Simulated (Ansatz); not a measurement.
Moving the functional in LiMo

Space group P-6m2 (No. 187). a = 2.673 Å, b = 2.673 Å, c = 5.005 Å, α = 90.00°, β = 90.00°, γ = 120.00°
| atom | site | symmetry | x | y | z |
| --- | --- | --- | --- | --- | --- |
| Li | 1a | -6m2 | 0.0000 | 0.0000 | 0.0000 |
| Mo | 1d | -6m2 | 0.3333 | 0.6667 | 0.5000 |

The cell comes from a database or a generator and needn't be the stable form of this composition.

Kept alike: task band structure; k mesh 11 × 11 × 6; occupations fermi-dirac, width 0.05 eV; no spin polarisation. Program: Ansatz, Ansatz PAW. Cutoffs run from 420 to 500 eV. The mesh is that of the run's cell of 2 atoms. No spin-orbit coupling.

| functional | pressure (GPa) |
| --- | --- |
| BLYP | 4.42 |
| LDA | -5.59 |
| PBE | 0.92 |
| PBEsol | -2.52 |
| RPBE | 3.18 |
| r2SCAN | -0.06 |
| revPBE | 2.70 |

Pressure is positive in compression, with a Pulay correction for the finite cutoff. For a metal such a mesh leaves the last digits unconverged. All rows use potentials made for PBE.

What does the functional change here?

The pressure runs from -5.59 (LDA) to 4.42 GPa (BLYP). From PBE: BLYP +3.50; LDA -6.51; PBEsol -3.44; RPBE +2.26; r2SCAN -0.98; revPBE +1.78. A positive pressure means that the functional's own cell is larger than the one given, a negative one that it is smaller.
